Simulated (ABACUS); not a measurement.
Consider a self-consistent single point of Mo (Im-3m, 1 atom in the cell; from Materials Project mp-129).

```
Mo
1.0
   -1.58381     1.58381     1.58381
    1.58381    -1.58381     1.58381
    1.58381     1.58381    -1.58381
Mo
1
Direct
  0.00000   0.00000   0.00000
```

Computed with RPBE, PseudoDojo 0.5 standard norm-conserving PBE (tails mended) pseudopotentials (plane waves; ABACUS 3.10.1).

ABACUS settings:

- KPT: MP 15 15 15 0 0 0
- basis_type: pw
- dft_functional: GGA_X_RPBE+GGA_C_PBE
- ecutwfc: 80 Ry
- smearing_method: mv
- smearing_sigma: 0.00734986 Ry
- potentials: PseudoDojo 0.5 standard norm-conserving PBE (tails mended)
- symmetry: 1
- symmetry_prec: 1e-05
- ks_solver: dav_subspace
- scf_nmax: 100
- scf_thr: 1.0e-09 Ry
- mixing_type: broyden

Results:

```
Item                                                     Result
------------------------------------------------  -------------
Number of valence electrons                                  14
Number of bands                                              17
Number of k-points after the program's reduction            120
Number of plane waves (most at a k-point)                  1316
Number of SCF iterations                                      6
FFT grid                                           30 × 30 × 30
Free energy E − TS                                -1912.7746 eV
Fermi level (on the code's own zero)                   20.97 eV
Pressure                                               2.00 GPa
```

Stress (GPa, positive for compression):
```
2.00  0.00  0.00
0.00  2.00  0.00
0.00  0.00  2.00
```

For comparison: a first run (DFT, LDA (PW92), plane waves, PseudoDojo 0.4 standard norm-conserving LDA (tails mended) pseudopotentials) was changed to give this one (dft_functional: PWLDA → GGA_X_RPBE+GGA_C_PBE; pseudopotentials: PseudoDojo 0.4 standard norm-conserving LDA (tails mended) → PseudoDojo 0.5 standard norm-conserving PBE (tails mended)), and from it to this one the pressure goes from -13.46 to 2.00 GPa.

The potentials were made for another functional than the one used. The structure comes from a collection of computed structures, made at another level of theory; the collection holds predicted forms beside known ones.

Cost on one core: about 23 core-seconds (a rough figure).

“Tails mended”: in these copies of the files the far tail of each local potential was reset to the Coulomb form.
